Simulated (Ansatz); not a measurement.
Trial structures of Zr2NbC2: starts and ends

All numbers below come from DFT PBE, scalar-relativistic, plane waves, PAW (Ansatz). All cells share a 420 eV cutoff and Γ-centred k meshes spaced at most about 0.3 Å⁻¹ (about 0.25 or finer for metals, 2π included). No spin polarisation in the final relaxations.

Each guess was relaxed in cell and atoms at zero pressure, within the symmetry of its start. These are static total energies at zero pressure. Coordination counts C atoms around Nb and Zr (those within 1.25 times the shortest such distance or 1.15 times the sum of covalent radii, 1.27 where that leaves under three; the shortest distance is added where it exceeds 1.18 times the sum of covalent radii).

```tsv
guess	made from	start group	V start (Å³/atom)	end group	V end (Å³/atom)	coordination at the end	gap on mesh (eV)	E over the lowest end (meV/atom)
1	NdSi2Rh2 type	I4/mmm	14.6	I4/mmm	15.6	Zr 4, Nb 8 from 3.0 Å	0	933
2	YbAl2Si2 type	P-3m1	18.7	P-3m1	14.7	Zr 3, Nb 6	0	0
3	BaAs2Pd2 type	P4/mmm	14.6	?	?	?	?	?
4	random cell	P6_3/mmc	15.8	P6_3/mmc	16.1	Zr 3, Nb 3	0	489
```

Guess 3 as it starts:

Space group P4/mmm (No. 123). a = 3.812 Å, b = 3.812 Å, c = 5.039 Å, α = 90.00°, β = 90.00°, γ = 90.00°
| atom | site | symmetry | x | y | z |
| --- | --- | --- | --- | --- | --- |
| Zr | 2e | mmm. | 0.5000 | 0.0000 | 0.5000 |
| Nb | 1a | 4/mmm | 0.0000 | 0.0000 | 0.0000 |
| C | 2h | 4mm | 0.5000 | 0.5000 | 0.7247 |

**Question.** Fill in the missing row: what does this guess relax into, and where does it rank?

**Answer.** It ends in space group P4/mmm (No. 123), with a = 3.769 Å, c = 4.869 Å, 13.8 Å³/atom and no gap. It lies 0.99 eV/atom over the lowest end, above guess 1 and so the highest of the set. Counting C atoms around Nb and Zr, this end has Zr 4, Nb 8 and the lowest (guess 2) has Zr 3, Nb 6. This end holds C–C pairs (shortest 1.43 Å); in the lowest (guess 2) the shortest C–C distance is 3.19 Å.

```cif
data_structure
_symmetry_space_group_name_H-M 'P4/mmm'
_symmetry_Int_Tables_number 123
_cell_length_a 3.7686
_cell_length_b 3.7686
_cell_length_c 4.8687
_cell_angle_alpha 90.000
_cell_angle_beta 90.000
_cell_angle_gamma 90.000
_cell_volume 69.15
loop_
_atom_site_label
_atom_site_type_symbol
_atom_site_symmetry_multiplicity
_atom_site_Wyckoff_symbol
_atom_site_fract_x
_atom_site_fract_y
_atom_site_fract_z
_atom_site_occupancy
Zr1 Zr 2 e 0.50000 0.00000 0.50000 1
Nb1 Nb 1 a 0.00000 0.00000 0.00000 1
C1 C 2 h 0.50000 0.50000 0.85354 1
```

The zero of energy is the elements' standard structures at the same level; no fitted shifts are applied.

**Question.** Is the lowest end bound against the elements?

**Answer.** Yes: its formation energy is −0.65 eV/atom. It lies below the elements, which doesn't yet make it stable against other compounds or structures.

The reference form of C is held partly by dispersion forces, which this level lacks. Cells relaxed within their symmetry can be saddle points. A lower structure may well exist outside this small set. Some candidate types were left out of the draw beforehand, so a known form may be missing.
